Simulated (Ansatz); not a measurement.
CdTe:
```
CdTe
1.0
    3.70241     0.00000     0.00000
    0.00000     3.70241     0.00000
    0.00000     0.00000     3.70241
Cd Te
1 1
Cartesian
  0.00000   0.00000   0.00000
  1.85120   1.85120   1.85120
```

Relaxed with PBEsol. Special points in fractions of this cell's reciprocal vectors: Γ (0.000, 0.000, 0.000); X (0.000, 0.500, 0.000); M (0.500, 0.500, 0.000); R (0.500, 0.500, 0.500).

List the band energies nearest the Fermi level at these points for PBEsol in the plane-wave PAW code Ansatz.

In eV from the Fermi level; about four levels below and three above (degenerate sets whole), none deeper than 8.9 eV; … stands for higher levels left out; points with the same levels are listed once.

```
k                          below                above
-  -----------------------------  -------------------
Γ        -1.09 -1.09 -1.09 -1.03          4.84 4.84 …
X        -8.49 -8.49 -8.31 -6.25       0.44 0.44 2.89
M        -7.83 -4.63 -4.63 -2.17       0.72 6.59 6.59
R  -8.16 -8.16 -2.37 -2.37 -2.37  0.43 0.68 0.68 0.68
```

Space group Pm-3m (CsCl type). The start of the workflow was typed in or built on a structure type; neither database checked (COD, Materials Project) lists it. It is not the phase usual at ambient conditions (space group No. 216). The PBEsol relaxation kept the symmetry of its start. At this level the phase is mechanically unstable. Scalar-relativistic: spin–orbit coupling is off unless named, which matters more the heavier the elements.

Potentials: the later of the program's two PAW sets.
